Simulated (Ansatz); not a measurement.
RuW:
Space group P-6m2 (No. 187); a = b = 2.7672 Å, c = 4.4386 Å, α = β = 90.00°, γ = 120.00°

```json
[
 {"atom": "Ru", "site": "1b", "symmetry": "-6m2", "x": "0.0000", "y": "0.0000", "z": "0.5000"},
 {"atom": "W", "site": "1e", "symmetry": "-6m2", "x": "0.6667", "y": "0.3333", "z": "0.0000"}
]
```

Relaxed with r²SCAN.

Task: Which orbitals make up the states near the Fermi level in r²SCAN (plane waves, PAW; program Ansatz)?

Result: Within 0.5 eV of the Fermi level: W 5d 45 %, Ru 4d 42 %. Projections are on Löwdin-orthogonalised atomic valence shells; empty p or d shells of many metals are not among them.

Task: Tabulate the density of states.

Result: States/eV per cell of 2 atoms, in 0.25 eV bins, energy from the Fermi level.

```tsv
E (eV)	total	Ru 4d	W 5d	W 6s
-7.85	0.13	0.00	0.00	0.07
-7.60	0.16	0.00	0.01	0.08
-7.35	0.19	0.01	0.01	0.10
-7.10	0.22	0.01	0.01	0.12
-6.85	0.24	0.01	0.02	0.13
-6.60	0.27	0.02	0.02	0.14
-6.35	0.31	0.03	0.03	0.15
-6.10	0.56	0.13	0.13	0.19
-5.85	1.50	0.51	0.50	0.31
-5.60	1.59	0.58	0.54	0.26
-5.35	1.80	0.83	0.61	0.17
-5.10	2.07	1.04	0.70	0.12
-4.85	2.55	1.30	0.93	0.08
-4.60	2.28	1.11	0.86	0.06
-4.35	1.86	0.96	0.69	0.07
-4.10	1.67	0.90	0.60	0.07
-3.85	2.82	1.59	0.98	0.08
-3.60	1.75	1.05	0.58	0.02
-3.35	2.28	1.30	0.84	0.04
-3.10	2.53	1.32	1.03	0.06
-2.85	2.55	1.37	0.96	0.07
-2.60	1.07	0.65	0.32	0.03
-2.35	2.48	1.76	0.56	0.04
-2.10	2.69	1.79	0.70	0.05
-1.85	2.27	1.46	0.67	0.05
-1.60	2.07	1.23	0.70	0.04
-1.35	3.12	1.68	1.25	0.05
-1.10	2.92	1.65	1.10	0.04
-0.85	2.95	1.60	1.15	0.07
-0.60	3.00	1.41	1.29	0.12
-0.35	2.35	1.00	1.06	0.11
-0.10	1.71	0.70	0.78	0.08
0.15	1.23	0.53	0.52	0.06
0.40	1.33	0.55	0.60	0.05
0.65	1.43	0.59	0.66	0.05
0.90	1.37	0.60	0.63	0.04
1.15	1.39	0.63	0.64	0.04
1.40	1.45	0.66	0.66	0.04
1.65	1.46	0.67	0.66	0.04
1.90	1.38	0.65	0.62	0.04
2.15	1.21	0.51	0.61	0.04
2.40	1.41	0.56	0.76	0.04
2.65	2.01	0.78	1.12	0.04
2.90	1.61	0.52	0.96	0.04
3.15	1.40	0.39	0.87	0.05
3.40	1.97	0.61	1.20	0.06
3.65	1.94	0.54	1.24	0.05
3.90	2.36	0.53	1.64	0.04
4.15	2.12	0.46	1.44	0.04
4.40	0.80	0.14	0.49	0.03
4.65	0.65	0.09	0.37	0.04
```

The first step of the workflow began from a Materials Project structure, measured or hypothetical; the Crystallography Open Database copy checked does not list it. With Ru and W taken as one species the cell has the higher symmetry P6_3/mmc, so it may be an ordered model of a mixed-site phase. Its standing as an ambient phase is unchecked. The r²SCAN relaxation kept the symmetry of its start; whether a distortion lowers the energy is not shown. The run is not spin-polarised. Axis ratios of metals converge slowly with the k-mesh, so a and c are less sure than the volume. Spin–orbit coupling is left out wherever it is not named.

Potentials: the later of the program's two PAW sets.
